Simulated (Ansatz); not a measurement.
In3Ru:
```cif
data_In12Ru4
_chemical_formula_sum 'In12 Ru4'
_space_group_name_H-M_alt 'P42/mnm'
_space_group_IT_number 136
_space_group_name_Hall '-P 4n 2n'
_cell_length_a 7.02200
_cell_length_b 7.02200
_cell_length_c 7.29822
_cell_angle_alpha 90.000
_cell_angle_beta 90.000
_cell_angle_gamma 90.000
loop_
_atom_site_label
_atom_site_type_symbol
_atom_site_symmetry_multiplicity
_atom_site_Wyckoff_symbol
_atom_site_fract_x
_atom_site_fract_y
_atom_site_fract_z
_atom_site_occupancy
In1 In 8 j 0.15520 0.15520 0.26360 1
In2 In 4 c 0.00000 0.50000 0.00000 1
Ru1 Ru 4 f 0.34401 0.34401 0.00000 1
```

Relaxed at zero pressure with plane-wave PAW r²SCAN (Ansatz code).

**Question.** The volume is raised by 6 % and shape and atoms relax at that volume. What pressure results, and how do the axes share the change?

**Answer.** -4.7 GPa; a 1.6 %, b 1.6 %, c 2.7 %; the energy rises by 21 meV/atom.

**Question.** Give the new structure.

**Answer.** 
Space group P4₂/mnm (No. 136); a = b = 7.135 Å, c = 7.494 Å, α = β = γ = 90.00°

```csv
atom,site,symmetry,x,y,z
In,8j,..m,0.1550,0.1550,0.2656
In,4c,2/m..,0.0000,0.5000,0.0000
Ru,4f,m.2m,0.3423,0.3423,0.0000
```

The phase is kept; no other phase was compared at this pressure.

Space group P4_2/mnm. The workflow started from a Materials Project entry (that database holds measured and hypothetical structures alike); the Crystallography Open Database copy checked does not list it. Whether it is the stable phase at ambient conditions was not checked. The r²SCAN relaxation kept the symmetry of its start; its stability against distortions is not shown here. The run is not spin-polarised.

Potentials: the later of the program's two PAW sets.
